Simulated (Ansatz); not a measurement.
Ansatz (a program for electronic structure) input:

Ansatz 0.2 input:
```yaml
crystal:
  lattice:
    - [1.6506853164, 0.9530236118, 5.329380044]
    - [-1.6506853164, 0.9530236118, 5.329380044]
    - [0.0, -1.9060472235, 5.329380044]
  atoms:
    - { symbol: Zr, position: [0.7450048528, 0.7450048528, 0.7450048528] }
    - { symbol: Zr, position: [0.2549951472, 0.2549951472, 0.2549951472] }
    - { symbol: C, position: [0.0, 0.0, 0.0] }
kpoints:
  mp_grid: { grid: [14, 14, 14] }
hamiltonian:
  xc: pbesol
  pseudopotentials: { azcp: { folder: ./paw }, kind: paw }
scf:
  occupations: { method: fermi_dirac, width: 0.1 }
phonons:
  method: dfpt
  response_accuracy: low
  eigenvectors: true
  rigid_motions: translations
```

Output (shortened):

```
Pseudopotential: Zr, paw, valence charge 12
Pseudopotential: C, paw, valence charge 4
Functional definition: PBEsol
Crystal: 3 atoms, lattice volume = 50.303 Å³
Basis set: ecut = 420 eV, 1007 PW (Γ), exchange–correlation on 80×80×80 points (8 copies of the dense FFT grid, shifted against one another)
Bands: 18, of which v1, the nominal top of the filled ones, is band 14 counted from 1 (13 counted from 0)
Symmetry: 12 space group operations
k-points: 744 of 2744 (irreducible under 2 space group operations, time reversal used)
SCF iter   1: F=—  HF=-8506.874361 eV  |F-HF|=—  |Δ(HF+E_count)|=         —  Δρ=5.90e-2  dr2=3.59e0  ethr=3.10e-3  ⟨swp⟩=4.9  Hψ=55894  notcnv=0
preconditioner: auto → Kerker (q_TF=auto, 2.474 Å⁻¹)
SCF iter   2: F=—  HF=-8506.166508 eV  |F-HF|=—  |Δ(HF+E_count)|=   7.08e-1  Δρ=2.18e-2  dr2=3.94e-1  ethr=3.10e-3  ⟨swp⟩=2.2  Hψ=26919  notcnv=0
SCF iter   3: F=—  HF=-8506.092579 eV  |F-HF|=—  |Δ(HF+E_count)|=   7.39e-2  Δρ=1.04e-2  dr2=5.94e-2  ethr=1.41e-3  ⟨swp⟩=2.0  Hψ=19908  notcnv=0
SCF iter   4: F=—  HF=-8506.079183 eV  |F-HF|=—  |Δ(HF+E_count)|=   1.34e-2  Δρ=1.04e-3  dr2=1.41e-3  ethr=2.12e-4  ⟨swp⟩=2.3  Hψ=22979  notcnv=0
SCF iter   5: F=—  HF=-8506.079017 eV  |F-HF|=—  |Δ(HF+E_count)|=   1.66e-4  Δρ=3.07e-4  dr2=5.76e-5  ethr=5.04e-6  ⟨swp⟩=2.1  Hψ=19603  notcnv=0
SCF iter   6: F=—  HF=-8506.079007 eV  |F-HF|=—  |Δ(HF+E_count)|=   1.00e-5  Δρ=5.32e-5  dr2=2.45e-6  ethr=2.06e-7  ⟨swp⟩=2.0  Hψ=16933  notcnv=0
SCF iter   7: F=—  HF=-8506.079006 eV  |F-HF|=—  |Δ(HF+E_count)|=   1.15e-6  Δρ=1.24e-5  dr2=1.00e-7  ethr=8.76e-9  ⟨swp⟩=2.5  Hψ=22337  notcnv=0
SCF iter   8: F=—  HF=-8506.079006 eV  |F-HF|=—  |Δ(HF+E_count)|=   1.87e-8  Δρ=3.05e-6  dr2=6.67e-9  ethr=3.57e-10  ⟨swp⟩=2.0  Hψ=18634  notcnv=0
SCF iter  10: F=-8506.079006 eV  HF=-8506.079006 eV  |F-HF|=1.82e-12  |Δ(HF+E_count)|=  7.28e-12  Δρ=8.02e-8  dr2=2.46e-12  ethr=1.00e-12  ⟨swp⟩=5.3  Hψ=59520  notcnv=0
the search or the solves at the SCF's close seem to have found levels that the self-consistency loop had missed (the run counts 2) …
SCF 1 converged in 10 iterations: F = -8506.079006 eV  dr2 = 2.46e-12
DFPT response loops at Γ: preconditioner auto → Kerker (q_TF=auto, 2.474 Å⁻¹) (partly filled bands, converged f_vac=0.000) …
SCF converged after 10 iterations
Free energy (F): -8506.079006 eV
Harris-Foulkes:  -8506.079006 eV  (|F-HF|=1.82e-12)
Internal energy: -8506.027845 eV  (E = F + TS)
E sigma→0 (E₀):  -8506.053425 eV
Entropy (-TS):   -0.051161 eV (-17.054 meV/atom)
Fermi energy:    13.945784 eV
--- Per-component energies (eV) ---
  E_band       = -161.687120
  E_kinetic    = 719.688804
  E_local      = -1323.164079  (includes V_loc(G=0)·N_el)
  E_nonlocal   = 174.923218
  E_hartree    = 444.653993
  E_xc         = -355.529165
  E_vxc        = -424.547464  (∫ρ·V_xc dr)
  E_paw        = -5915.210885  (= ΣΔE_a)
  E_vpaw       = -197.895558  (= ΣTr[D̂ρ^β])
  E_aug_tail   = -0.000036  (compensation charges beyond the density's cutoff)
  E_ewald      = -2251.742239
  E_core_change = 0.352542  (= ΣΔE_core)
  E_smearing   = -0.051161  (= −TS)
  E_closure    = 0.000000  (closes the sum)
  Σ components = -8506.079006   (vs F -8506.079006, Δ=0.00e0)
  [band-id]    e_kinetic+e_local+e_nonlocal+2·e_hartree+e_vxc+e_vpaw+e_augmentation_tail = -161.687128   (vs E_band -161.687120, Δ=-7.21e-6)
--- Band table (eV; the first three rows and the last of 744) ---
  k-point 0: bands = ["-34.3749", "-34.2431", "-12.9980", "-12.1529", "-12.1529", "-12.0612", "-12.0431", "-12.0431", "3.4397", "9.1441", "11.2549", "11.2549", "11.9995", "14.7729", "14.7729", "15.0917", "16.8999", "16.8999"]
  k-point 1: bands = ["-34.3698", "-34.2412", "-12.9832", "-12.1875", "-12.1610", "-12.0769", "-12.0654", "-12.0499", "3.5023", "9.2592", "10.9033", "11.2881", "12.3164", "14.6163", "14.8526", "15.1489", "16.3852", "16.8894"]
  k-point 2: bands = ["-34.3553", "-34.2360", "-12.9408", "-12.2813", "-12.1835", "-12.1689", "-12.0817", "-12.0690", "3.6677", "9.5801", "10.4285", "11.3710", "12.6517", "14.2140", "15.0803", "15.3220", "15.6281", "16.9455"]
  k-point 743: bands = ["-34.3415", "-34.2774", "-12.7305", "-12.3584", "-12.1204", "-12.1204", "-12.0764", "-12.0764", "3.7058", "8.7279", "11.3857", "11.3857", "12.9260", "13.9224", "15.1479", "15.1479", "16.6938", "16.6938"]
--- Phonons (Γ-DFPT): 4 representative perturbations + reference, on 744 of 2744 k-points (Σ response iterations 12) ---
  ASR residual: 3.312e-4 → 0.000e0 eV/Å²; symmetrization residual: 1.240e-5 eV/Å²
  ASR residual per site (eV/Å²): 3.31e-4 3.31e-4 1.05e-5
  Γ frequencies (cm⁻¹): 0.00 0.00 0.00 186.98 186.98 243.55 501.39 571.73 571.73
  non-analytic LO–TO correction: not included (Born effective charges unavailable; polar crystals: no LO–TO splitting at Γ)
```

Cost: about 6 core-minutes (a rough figure) on shared cores.

Space group R-3m. The start of the workflow was typed in or built on a structure type; neither database checked (COD, Materials Project) lists it. Its standing as an ambient phase is unchecked. The PBEsol relaxation kept the symmetry of its start; whether a distortion lowers the energy is not shown. No spin polarisation was allowed. The volume moved by -19 % from the start of the relaxation. As this level gives no gap, phonon frequencies hold no LO–TO term and depend on the k-mesh and smearing (Fermi–Dirac, 0.1 eV here). Spin–orbit coupling is left out wherever it is not named.

Potentials: the earlier of the program's two PAW sets. The files were generated under PBE; for other functionals the program regenerates the frozen cores, and for LDA and PBEsol the local potential too.

Ansatz is a plane-wave DFT program.
